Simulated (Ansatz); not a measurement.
In3Sb: do energies and stresses tell the same story?

Level of theory: DFT PBEsol+D3(BJ), scalar-relativistic, plane waves, PAW in Ansatz.

Settings: cutoff 420 eV, Γ-centred mesh 10×10×10 on the computed 4-atom cell, Gaussian smearing of 0.10 eV; no spin polarisation.

Relaxed cell: Pm-3m, a = 4.640 Å, b = 4.640 Å, c = 4.640 Å, α = 90.00°, β = 90.00°, γ = 90.00°, 4 atoms in the primitive cell. Whether it is the stable form of this composition wasn't checked.

Energies at zero smearing and pressures from the stress tensor, at volumes with shape and atoms relaxed:
| V (Å³/atom) | E − E(first) (meV/atom) | P (GPa) |
| --- | --- | --- |
| 21.981 | 0.00 | 9.36 |
| 22.730 | -36.25 | 6.29 |
| 23.479 | -59.42 | 3.77 |
| 24.229 | -72.05 | 1.71 |
| 24.978 | -75.95 | -0.01 |
| 25.728 | -72.52 | -1.46 |
| 26.477 | -62.84 | -2.68 |
| 27.476 | -41.86 | -4.00 |

Check P = −dE/dV between neighbouring volumes, and get the bulk modulus from the pressures alone.

With 1 eV/Å³ = 160.2 GPa:
```tsv
middle V (Å³/atom)	−ΔE/ΔV (GPa)	mean P (GPa)
22.355	7.750	7.824
23.105	4.955	5.031
23.854	2.700	2.740
24.604	0.834	0.848
25.353	-0.734	-0.734
26.102	-2.068	-2.066
26.976	-3.364	-3.340
```

The two differ by 0.08 GPa at most. The mean of two end pressures misses the average over a step by about ΔV² P″/12, up to 0.05 GPa here; with that taken off 0.03 GPa remains. The stress is the derivative of the free energy, not of the energy at zero smearing, and with free energies 0.00 GPa remains. Around V = 24.978 Å³/atom, the two neighbours give B = −V ΔP/ΔV = 24.978 × 3.16 / 1.499 = 52.7 GPa, against B0 = 52.6 GPa from the Birch–Murnaghan fit of the energies.

Cost: 9 runs of about 2.1 core-minutes in all, on Intel Xeon Platinum 8488C (Sapphire Rapids) (shared hosts).